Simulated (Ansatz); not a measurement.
Elastic constants of Ga2Pt at 6 GPa (stress–strain coefficients): input and output

Computed with DFT LDA, scalar-relativistic, plane waves, PAW in Ansatz 0.2.0.

Launched with:
```bash
ansatz run input.yaml --threads 1 --pin off --max-ram 3072MiB --backend cpu --events-out ev --progress --plain --runs-dir out
```

Input (bare energies are in eV):
```yaml
crystal:
  lattice:
    - [0.0, 2.8979570951, 2.8979570951]
    - [2.8979570951, 0.0, 2.8979570951]
    - [2.8979570951, 2.8979570951, 0.0]
  atoms:
    - { symbol: Ga, position: [0.25, 0.25, 0.25] }
    - { symbol: Ga, position: [0.75, 0.75, 0.75] }
    - { symbol: Pt, position: [0.0, 0.0, 0.0] }
basis:
  ecutwfc: 420
kpoints:
  mp_grid: { grid: [12, 12, 12] }
hamiltonian:
  xc: lda
scf:
  occupations: { method: fermi_dirac, width: 0.15 }
output:
  forces: true
  stress: true
  eigenvalues: true
elastic:
  mode: relaxed_ion
  amplitude: 0.005
  stencil: two_point
```

From the output:
```
--- Elastic constants: 2 strain directions × 2 members + reference (group order 48) ---
  dense FFT box of the reference and of every strained cell: 30×30×30
  strains applied: 11, 23; error gains: componentwise 1.00 (the most a stress slope's error grows in a printed constant), spectral 1.73 (1 for all six strains in a standard setting)
  C = ∂σ_k/∂η_j (tension-positive GPa; Voigt order 11 22 33 23 13 12):
       189.575    161.769    161.769      0.000     -0.000      0.000
       161.769    189.575    161.769      0.000      0.000     -0.000
       161.769    161.769    189.575     -0.000      0.000      0.000
         0.000     -0.000     -0.000     28.875     -0.000      0.000
        -0.000     -0.000      0.000      0.000     28.875     -0.000
        -0.000      0.000     -0.000     -0.000     -0.000     28.875
  reference stress σ⁰ (GPa):     -6.002     -6.002     -6.002      0.000     -0.000     -0.000
  C* (energy form; C + prestress term) asymmetry max|C*_kj − C*_jk| = 2.842e-14 GPa — a small one proves nothing (zero by symmetry where the batch's group is 432, −43m or m−3m); a large one is finite-difference/SCF noise where every solve ...
  moduli (Voigt/Reuss/Hill, GPa): K = 171.04/171.04/171.04   G = 22.89/20.18/21.53   E = 62.00   ν = 0.440
  mechanically stable: yes (min eigenvalue of sym C = 27.81 GPa)
  strain η (Voigt 11):  stress-route row diagonal C_11 = 189.57 GPa, energy-path curvature d²(F+E_count+ΔE)/dδ²/Ω₀ = 189.71 GPa
         δ    σ_11 (GPa) F (eV) n_scf n_hpsi n_pw
    -5.000e-3      -6.9630      -19660.7037331       8   88028    960   relax 0 steps, max|allowed force component| 1.11e-16 eV/Å
     5.000e-3      -5.0673      -19660.7219913       7   75367    971   relax 0 steps, max|allowed force component| 1.11e-16 eV/Å
  strain η (Voigt 23):  stress-route row diagonal C_44 = 28.87 GPa, energy-path curvature d²(F+E_count+ΔE)/dδ²/Ω₀ = 32.03 GPa
         δ    σ_23 (GPa) F (eV) n_scf n_hpsi n_pw
    -5.000e-3      -0.1444      -19660.7134616       2   69378    966   relax 3 steps, max|allowed force component| 1.75e-6 eV/Å
     5.000e-3       0.1444      -19660.7134616       2   69342    966   relax 2 steps, max|allowed force component| 4.72e-6 eV/Å
```

The run took 120 s on 1 thread of Arm Neoverse V2, on a shared host, peak memory 0.59 GiB.

In a metal, frequencies and elastic constants depend on the k mesh and the smearing, soft modes and shear constants most. Spin–orbit coupling is left out, which can shift energies with elements as heavy as these. Other phases may be more stable at this pressure.